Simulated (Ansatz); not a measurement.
## TlPdCl$_{3}$ (Pm-3m) at 4 levels of theory

One geometry, relaxed with PBE; plane waves with PAW potentials in Ansatz, scalar-relativistic unless the row names spin-orbit coupling. No spin polarisation but for the spin–orbit row. Gaps are the least over mesh and band path; pressure is positive in compression.

```
CELL_PARAMETERS angstrom
4.97612 0.00000 0.00000
0.00000 4.97612 0.00000
0.00000 0.00000 4.97612
ATOMIC_POSITIONS crystal
Tl 0.50000 0.50000 0.50000
Pd 0.00000 0.00000 0.00000
Cl 0.50000 0.00000 0.00000
Cl 0.00000 0.50000 0.00000
Cl 0.00000 0.00000 0.50000
```

| level | cutoff (eV) | k mesh | gap (eV) | pressure (GPa) |
| --- | --- | --- | --- | --- |
| PBE | 420 | 8×8×8 | 0 | 0.0 |
| r2SCAN | 500 | 8×8×8 | 0 | -1.6 |
| PBE with spin-orbit coupling | 420 | 8×8×8 | 0 | -0.1 |
| LDA | 420 | 8×8×8 | 0 | -5.6 |

Spin-orbit coupling matters for the bands of heavy elements and enters only rows that name it.

The structure comes from a generated guess; another structure or a mixture of phases may lie lower.
